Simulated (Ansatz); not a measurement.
## Computed properties of InCu

InCu:
```
CELL_PARAMETERS angstrom
      4.15747     0.00000     0.00000
     -2.07874     3.60048     0.00000
      0.00000     0.00000     4.88370
ATOMIC_POSITIONS crystal
  In 0.33333 0.66667 0.25000
  In 0.66667 0.33333 0.75000
  Cu 0.00000 0.00000 0.50000
  Cu 0.00000 0.00000 0.00000
```

Space group P6_3/mmc (No. 194), NiAs type; conventional cell a = b = 4.1575 Å, c = 4.8837 Å, α = β = 90.00°, γ = 120.00°.

Method: DFT-PBEsol in the program Ansatz with PAW potentials. The cell and atoms are relaxed at this level. Other levels are named where they apply.

### Cell and energy

| Property | Value |
|---|---|
| Volume per atom | 18.28 Å³ |
| Density | 8.10 g/cm³ |
| Formation energy from the elements (no fitted shifts) | 0.041 eV/atom |

### Electronic structure

| Item | Value |
|---|---|
| Electronic character | metallic (no gap) |
| Density of states at the Fermi level | 0.46 states/eV per atom (mean over ±0.08 eV) |

### Mechanics

| Property | Result |
|---|---|
| Bulk modulus (Birch–Murnaghan fit) | 847 kbar |
| Pressure derivative B′ | 5.2 |
| Elastic constants (relaxed ions, GPa) | C11 = 99.5, C12 = 78.0, C13 = 70.0, C33 = 134, C44 = 27.6 |
| Mechanical stability | stable (all eigenvalues of C positive) |
| Hill bulk and shear moduli | 85.0 and 18.9 GPa |
| Young's modulus | 52.8 GPa |
| Poisson's ratio | 0.40 |
| Debye temperature from the elastic constants | 195 K |

### Phonons

| Quantity | Value |
|---|---|
| Highest zone-centre frequency | 248 cm^-1 |
| Zone-centre stability | no imaginary mode at Γ |

The workflow started from a Materials Project entry (that database holds measured and hypothetical structures alike); the Crystallography Open Database copy checked does not list it. Whether it is the stable phase at ambient conditions was not checked. Symmetry was held in the PBEsol relaxation. No spin polarisation was allowed. As this level gives no gap, shear constants depend on the k-mesh and smearing (Fermi–Dirac, 0.1 eV here). As this level gives no gap, phonon frequencies hold no LO–TO term and depend on the k-mesh and smearing (Fermi–Dirac, 0.1 eV here). Axis ratios of metals converge slowly with the k-mesh, so a and c are less sure than the volume. The references are the lowest solids computed at this level, not always the standard phases. Scalar-relativistic: spin–orbit coupling is off unless named, which matters more the heavier the elements.

Potentials: the later of the program's two PAW sets.
